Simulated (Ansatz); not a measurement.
Polymorphs of TiO2, each relaxed with r²SCAN (plane waves, PAW; program Ansatz):

A: anatase (I4_1/amd)
a = 3.7779 Å, b = 3.7779 Å, c = 9.5836 Å, α = 90.00°, β = 90.00°, γ = 90.00°

```json
[
 {"atom": "Ti", "site": "4b", "symmetry": "-4m2", "x": "0.0000", "y": "0.0000", "z": "0.5000"},
 {"atom": "O", "site": "8e", "symmetry": "2mm.", "x": "0.0000", "y": "0.0000", "z": "0.2927"}
]
```

B: rutile (P4_2/mnm)
a = b = 4.5969 Å, c = 2.9536 Å, α = β = γ = 90.00°

```csv
atom,site,symmetry,x,y,z
Ti,2a,m.mm,0.0000,0.0000,0.0000
O,4f,m.2m,0.3046,0.3046,0.0000
```

Rank these by energy per atom at 0 K (lowest first), as r²SCAN gives it.

A (+0 meV/atom), B (+14 meV/atom)

Give each one's gap.

A 2.53 eV; B 2.22 eV.

All cells were relaxed under the symmetry of their starts (and spin orders); stability against distortions was not tested throughout. Rows with no word on spin ran without spin polarisation.

Energies hold the estimated change up to a 700 eV cutoff; steps of a few meV lie near the error of the meshes.

Potentials: the later of the program's two PAW sets.
